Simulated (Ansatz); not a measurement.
An ordered 8-atom cell of Ga3BAs4 on the zincblende lattice (Cm), relaxed with r2SCAN. The symmetry is Cm (No. 8, monoclinic); a = 12.766 Å, b = 3.845 Å, c = 6.703 Å, β = 99.6° in the conventional setting, 20.28 Å³ an atom. B has 4 As at 2.09–2.26 Å; Ga has 4 As at 2.43–2.52 Å; Ga has 4 As at 2.39–2.45 Å; As has 2 B at 2.26 Å and 2 Ga at 2.45–2.52 Å; As has 1 B at 2.12 Å and 3 Ga at 2.45–2.46 Å; As has 1 B at 2.09 Å and 3 Ga at 2.41–2.42 Å; As has 4 Ga at 2.39–2.43 Å.

3 runs of Ansatz 0.2.0 on this cell differ in the functional (and in the settings that go with it). Levels are in eV from each run's valence top; v1 is the last filled band, c1 the first empty one.

Run A, mean stress +2.7 GPa (compression positive):
```tsv
point	v4	v3	v2	v1	c1	c2
Γ	-1.20	-0.36	-0.19	0.00	0.38	1.20
C	-3.27	-2.66	-2.29	-1.69	1.80	2.09
Y₂	-1.31	-0.80	-0.78	-0.60	0.53	1.11
M₂	-2.24	-1.96	-1.00	-0.63	0.98	2.04
```

Run B, mean stress 0.0 GPa (compression positive):
```tsv
point	v4	v3	v2	v1	c1	c2
Γ	-1.25	-0.36	-0.19	0.00	0.67	1.67
C	-3.36	-2.75	-2.38	-1.75	2.10	2.40
Y₂	-1.36	-0.82	-0.82	-0.63	0.76	1.48
M₂	-2.28	-2.04	-1.03	-0.66	1.23	2.34
```

Run C, mean stress +0.3 GPa (compression positive):
```tsv
point	v4	v3	v2	v1	c1	c2
Γ	-1.30	-0.36	-0.17	0.00	1.13	2.12
C	-3.51	-2.86	-2.46	-1.80	2.48	2.80
Y₂	-1.38	-0.85	-0.82	-0.65	1.21	1.86
M₂	-2.34	-2.14	-1.08	-0.69	1.70	2.73
```

Question: Match the runs to PBE, r2SCAN, HSE06.

Answer: A is PBE, B is r2SCAN, C is HSE06. In order of the gap: PBE 0.38, r2SCAN 0.67, HSE06 1.13 eV.

The cell comes from a prototype generator: it can be a known phase or a hypothetical one. Spin polarisation is off.

Spin-orbit coupling is left out.

The stress of a hybrid is loosely converged in these runs.

The meshes of the hybrids are coarse, so their gaps aren't converged to the digits shown.
